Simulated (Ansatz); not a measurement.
The start is a randomly generated symmetric cell of TiAl3 (space group No. 183). A full variable-cell relaxation at zero pressure is run with PBEsol (plane waves to 420 eV, PAW, scalar-relativistic; Ansatz, a program for electronic structure). The first steps use a coarse 8×8×8 k-mesh.

Initial structure:
```
CELL_PARAMETERS angstrom
      4.50518     0.00000     0.00000
     -2.25259     3.90160     0.00000
      0.00000     0.00000     3.90337
ATOMIC_POSITIONS crystal
  Al 0.00000 0.00000 0.60582
  Al 0.33333 0.66667 0.72566
  Al 0.66667 0.33333 0.72566
  Ti 0.00000 0.00000 0.06291
```

**Question.** How much energy is released per atom?

**Answer.** About 1.3 eV/atom.

**Question.** What does it relax into? Give the structure.

**Answer.** 
Space group P6mm (No. 183); a = b = 4.3975 Å, c = 5.2816 Å, α = β = 90.00°, γ = 120.00°

```json
[
 {"atom": "Al", "site": "1a", "symmetry": "6mm", "x": "0.0000", "y": "0.0000", "z": "0.4931"},
 {"atom": "Al", "site": "2b", "symmetry": "3m.", "x": "0.3333", "y": "0.6667", "z": "0.1903"},
 {"atom": "Ti", "site": "1a", "symmetry": "6mm", "x": "0.0000", "y": "0.0000", "z": "0.0061"}
]
```

The space group stays P6mm (No. 183) (the run could not lower it), with 4 atoms in the primitive cell. Final values are on a 12×12×9 k-mesh of the relaxed cell. The start holds a very short contact (Al–Ti 1.78 Å). No spin polarisation in the result.

The run could not lose the symmetry of its start, so the end can be a saddle point.

The relaxed structure here is a generated cell of TiAl3: the first start was made by a random draw of sites in a space group, and the end was not matched to a known phase here, so it may be hypothetical. Known forms of TiAl3 include space group No. 139.
